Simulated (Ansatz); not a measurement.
A geometry of Al away from equilibrium: the start of the relaxation of a relaxed Al cell displaced along its unstable phonon at q = (½, 0, 0) of its primitive reciprocal cell (114i cm⁻¹), largest move 0.15 Å. The numbers are results of r2SCAN (plane waves to 500 eV, PAW, scalar-relativistic; Ansatz, an electronic-structure program), not measurements. Γ-centred k-mesh 10×20×20 on the run's cell, Fermi–Dirac smearing 0.05 eV.

```xyz
2
Lattice="-3.1882 3.1882 3.1882 1.5941 -1.5941 1.5941 1.5941 1.5941 -1.5941" Properties=species:S:1:pos:R:3:forces:R:3 pbc="T T T" free_energy=-1080.620 pressure_GPa=0.1
Al     0.0000     0.1061    -0.1061    0.0000    0.0966   -0.0966
Al     1.5941     1.4880     1.7002    0.0000   -0.0966    0.0966
```

Positions in Å, forces in eV/Å, free energy of the cell in eV (comparable only within this code, potentials and settings). Largest force: 0.14 eV/Å, on Al1, Al2 (atoms numbered as listed); the geometry lies 0.06 eV/atom above the end of its relaxation.

No spin polarisation in the result.

The run could not lose the symmetry of its start: the end is stationary, and may be a saddle point rather than a minimum.

The end of the path is a generated cell of Al: the first start was made by placing the elements on the sites of a structure type, and the end was not matched to a known phase here, so it may be hypothetical. Known forms of Al include space group No. 225.
